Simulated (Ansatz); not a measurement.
An ordered 8-atom cell of MgBe₃S₄ on the zincblende lattice (P-43m), relaxed with r2SCAN in Ansatz 0.2.0: it is cubic, P-43m (No. 215); a = 5.079 Å in the conventional setting, 16.38 Å³ an atom. Around Be lie 4 S at 2.15 Å; around S lie 3 Be at 2.15 Å and 1 Mg at 2.36 Å; around Mg lie 4 S at 2.36 Å. The primitive cell holds 8 atoms in 131.03 Å³. These are computed values for a spin-unpolarised cell that may be hypothetical; none is a measurement.

Computed values: HSE06 (4×4×4) gives a least gap of 4.20 eV, direct. r2SCAN's ε∞ is 4.61.

(1) What is the density?

(2) At what wavelength does absorption set in by HSE06, excitons left aside?

(3) What refractive index and reflectivity at normal incidence follow, below the gap and above the phonons?

## Answers

(1) The cell holds 3 Be, 4 S, 1 Mg: M = 3×9.012 + 4×32.060 + 1×24.305 = 179.58 u in V = 131.03 Å³. ρ = 1.66054 × M/V = 1.66054 × 179.58/131.03 = 2.276 g/cm³, for the static r2SCAN lattice.

(2) λ = 1239.84 eV nm/E: 295 nm for the least gap. That lies in the ultraviolet, so by this gap the crystal is transparent to visible light.

(3) n = √4.61 = 2.147; R = ((n − 1)/(n + 1))² = (1.147/3.147)² = 13.3 % a face.

The meshes of the hybrids are coarse, so their gaps aren't converged to the digits shown.

For a response run the program warns that the ground state's bands aren't all converged, so ε∞ carries an extra error.
